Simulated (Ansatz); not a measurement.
## Optical constants of Au$_{3}$ClO

Computed with DFT PBE, scalar-relativistic, plane waves, PAW in Ansatz. Cutoff 420 eV, 8×8×8 k-points (Γ-centred), Fermi-Dirac smearing of 0.15 eV. No spin polarisation.

Relaxed structure:
```
Au Cl O
1.0
     4.55497    0.00000    0.00000
     0.00000    4.55497    0.00000
     0.00000    0.00000    4.55497
Au Cl O
3 1 1
Cartesian
  0.0000 2.2775 2.2775
  2.2775 0.0000 2.2775
  2.2775 2.2775 0.0000
  0.0000 0.0000 0.0000
  2.2775 2.2775 2.2775
```

The cell was built by swapping an element in a database structure (itself possibly hypothetical) and relaxing; it need not be the stable form of this composition. In a metal these results depend on the k mesh and the smearing. Spin–orbit coupling is left out, which matters for heavy elements. A semilocal functional can close a gap that the real compound has.

Independent-particle response (no local fields, no excitons) on a 14×14×14 mesh, broadened by 0.1 eV; the Drude term is undamped and its weight carries the smearing above, which sets much of it in a semimetal. The run couldn't bound its error over part or most of this range, so small peaks and near ties are unsure. Light polarised along x. ε₁ lacks the small share of bands above those solved.

Task: Tabulate n, κ, the reflectivity and the absorption coefficient against photon energy.

Result:
```csv
E (eV),n,κ,R,α (10⁵ cm⁻¹)
0.1,0.57,29.45,1.00,2.99
0.5,0.29,4.84,0.95,2.45
0.9,2.51,1.72,0.34,1.56
1.3,2.79,1.75,0.36,2.31
1.7,1.94,1.93,0.37,3.33
2.1,2.49,0.95,0.24,2.02
2.5,2.55,0.85,0.23,2.14
2.9,2.96,1.38,0.33,4.07
3.3,2.48,1.40,0.30,4.68
3.7,2.33,1.74,0.34,6.54
4.1,2.04,1.25,0.25,5.21
4.5,2.39,1.27,0.27,5.77
4.9,2.12,1.51,0.29,7.52
5.3,2.03,1.30,0.25,6.99
5.7,2.23,1.58,0.31,9.15
6.1,1.73,1.51,0.29,9.32
6.5,1.94,1.31,0.25,8.65
6.9,1.86,1.63,0.31,11.38
7.3,1.75,1.64,0.32,12.12
7.7,1.49,1.58,0.31,12.34
8.1,1.45,1.75,0.36,14.40
8.5,1.17,1.86,0.43,15.99
8.9,0.89,1.65,0.44,14.92
9.3,0.80,1.44,0.40,13.57
9.7,0.78,1.27,0.35,12.49
10.1,0.79,1.14,0.30,11.69
10.5,0.75,1.08,0.29,11.53
10.9,0.82,0.89,0.20,9.80
11.3,0.90,0.90,0.19,10.30
11.7,0.81,0.96,0.23,11.37
```

Task: Where is the highest local maximum of ε₂ between 0.3 and 12 eV?

Result: At 1.4 eV, where ε₂ = 10.2.